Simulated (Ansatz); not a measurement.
Rb2ScAgCl6:
```xyz
10
Lattice="0.0000 5.1795 5.1795 5.1795 0.0000 5.1795 5.1795 5.1795 0.0000" Properties=species:S:1:pos:R:3 pbc="T T T"
Rb     7.7692     7.7692     7.7692
Rb     2.5897     2.5897     2.5897
Sc     0.0000     0.0000     0.0000
Ag     5.1795     5.1795     5.1795
Cl     2.4839     5.1795     5.1795
Cl     7.8750     5.1795     5.1795
Cl     5.1795     2.4839     5.1795
Cl     5.1795     7.8750     5.1795
Cl     5.1795     5.1795     2.4839
Cl     5.1795     5.1795     7.8750
```

Relaxed with r²SCAN. Special points in fractions of this cell's reciprocal vectors: Γ (0.000, 0.000, 0.000); X (0.500, 0.000, 0.500); U (0.625, 0.250, 0.625); K (0.375, 0.375, 0.750); L (0.500, 0.500, 0.500); W (0.500, 0.250, 0.750).

**Question.** List the band energies nearest the valence-band maximum at these points for the program Ansatz at the r²SCAN with spin–orbit coupling level (PAW).

**Answer.** In eV from the valence-band maximum; about four levels below and three above (degenerate sets whole), none deeper than 8.9 eV; points with the same levels are listed once.

```
k                    below                above
-  -----------------------  -------------------
Γ  -0.44 -0.44 -0.44 -0.44  3.54 3.54 3.54 3.54
X  -0.56 -0.56 -0.44 -0.44  3.55 3.55 3.74 3.74
U  -0.45 -0.45 -0.21 -0.21  3.58 3.58 3.72 3.72
L      0.00 0.00 0.00 0.00  3.54 3.54 3.63 3.63
W  -0.53 -0.53 -0.17 -0.17  3.64 3.64 3.65 3.65
```

Space group Fm-3m. The first step of the workflow began from a Materials Project structure, measured or hypothetical; the Crystallography Open Database copy checked does not list it. Its standing as an ambient phase is unchecked. Symmetry was held in the r²SCAN relaxation; its stability against distortions is not shown here. The run is not spin-polarised.

Potentials: the later of the program's two PAW sets.
